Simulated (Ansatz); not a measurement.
Two states of Sr$_{2}$CuO$_{3}$

```
Sr Cu O
1.0
   -12.77646    3.93928    3.50930
     6.38823   -1.96964    1.75465
     6.38823    1.96964   -1.75465
Sr Cu O
4 2 6
Cartesian
  4.5024 1.9696 0.0000
  -1.8858 3.9393 1.7546
  1.8858 0.0000 1.7546
  -4.5024 1.9696 3.5093
  0.0000 1.9696 0.0000
  -6.3882 3.9393 1.7546
  1.9676 1.9696 0.0000
  -4.4207 3.9393 1.7546
  4.4207 0.0000 1.7546
  -1.9676 1.9696 3.5093
  0.0000 0.0000 0.0000
  -6.3882 1.9696 1.7546
```

Level: r2SCAN; 500 eV; 5×5×5 Γ-centred mesh; fermi-dirac occupations (width 0.0284 eV); Ansatz 0.2.0, fixed geometry.

State A: no moments (collinear spin). State B: Cu5 up, Cu6 down (collinear spin).

Task: Compare the two self-consistent states.

Result: State B is lower by 11.5 meV an atom at zero smearing.

| state | free energy (meV/atom) | largest moment in a small sphere (μB) | net moment (μB/cell) | gap on mesh (eV) | pressure (GPa) | largest force (eV/Å) |
| --- | --- | --- | --- | --- | --- | --- |
| A | 11.5 | 0.00 | 0.00 | 0.38 | -2.2 | 0.16 |
| B | 0.0 | 0.46 | 0.00 | 1.26 | -2.0 | 0.10 |

Origin: a database entry at a rescaled volume. Caveats: an odd or shifted mesh can miss the band edges, so this level's true gap may be smaller.
